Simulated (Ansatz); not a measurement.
NbN (space group P6_3/mmc)

```xyz
8
Lattice="2.9634 0.0000 0.0000 -1.4817 2.5664 0.0000 0.0000 0.0000 11.1551" Properties=species:S:1:pos:R:3 pbc="T T T"
Nb     1.4817     0.8555     9.7964
Nb     0.0000     1.7109     1.3587
Nb     0.0000     1.7109     4.2189
Nb     1.4817     0.8555     6.9362
N      0.0000     0.0000     0.0000
N      0.0000     0.0000     5.5776
N      1.4817     0.8555     2.7888
N      0.0000     1.7109     8.3663
```

The slice is a (-1 1 0 2) plane (indices of the conventional cell) through the point (0.667, 0.333, 0.878) (fractional), spanned by u = [110] and v = [1 -1 1] in vectors of this cell: u (2.96 Å) and v (12.28 Å, at 90° to u). It covers one period; positions are fractions (u, v).

Method: PBEsol (plane waves to 420 eV, PAW, scalar-relativistic; Ansatz, an electronic-structure program). k mesh 18×18×5. Inside the PAW spheres the values are not all-electron values, and peaks at nuclei hang on which shells count as valence. NbN is run without spin polarisation. NbN was relaxed with its symmetry unable to fall.

Problem. Predict the map of the electron localisation function (ELF) on the slice.

Solution. 
```
|89612169|
|53112113|
|32100012|
|65200025|
|43210123|
|12222222|
|11211121|
|22111112|
|11222221|
|11244421|
|10123210|
|32111112|
|65212125|
|64123214|
|21245421|
|12589852|
|01799971|
|00599950|
|01122211|
|21256521|
|21698961|
|31598951|
|63169613|
|65111115|
|21111111|
|53112113|
|89612169|
|xx81218x|
```
Scale: ten equal steps from 0.05 (start of '0') to 0.81 (end of '9'), in the order '0123456789'. Values: electron localisation function (ELF). The map has 8 points along u (one character each, u = 0 at the left) and 28 along v (v = 0 in the bottom row). Points within 0.4 Å of a nucleus are blanked (x), as the pseudised field means little there.
